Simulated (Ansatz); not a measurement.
This run works on a generated trial structure, not on a known crystal.

Input and command of a plane-wave DFT calculation in Ansatz:

```yaml
crystal:
  lattice:
    - [-3.283635543, 3.283635543, 3.5885036939]
    - [3.283635543, -3.283635543, 3.5885036939]
    - [3.283635543, 3.283635543, -3.5885036939]
  atoms:
    - { symbol: Yb, position: [0.75, 0.25, 0.5], spin: -0.16 }
    - { symbol: Yb, position: [0.25, 0.75, 0.5], spin: -0.16 }
    - { symbol: Re, position: [0.0, 0.0, 0.0], spin: 0.7 }
    - { symbol: S, position: [0.2482336369, 0.2482336369, 0.4964672738] }
    - { symbol: S, position: [0.2482336369, 0.7517663631, 0.0] }
    - { symbol: S, position: [0.7517663631, 0.7517663631, 0.5035327262] }
    - { symbol: S, position: [0.7517663631, 0.2482336369, 0.0] }
basis:
  ecutwfc: 420
kpoints:
  mp_grid: { grid: [4, 4, 4] }
hamiltonian:
  xc: pbe
scf:
  occupations: { method: gaussian, width: 0.1 }
  lower_state_search: "off"
output:
  forces: true
  stress: true
  eigenvalues: true
  populations: true
magnetization:
  spin_polarized: true
```

```bash
ansatz run input.yaml --threads 1 --pin off --max-ram 2560MiB --backend cpu --events-out ev --progress --plain --runs-dir out
```

Processor: Intel(R) Xeon(R) Processor @ 2.50GHz (Skylake/Cascade Lake), 1 thread, on a host shared with other jobs.

Problem. How long does it run, and how much memory does it take?

Solution. About 2.2 min, peak memory 0.57 GiB. It solves 53 bands at 13 k points (after reduction by symmetry) with about 3019 plane waves, in 58 SCF iterations.
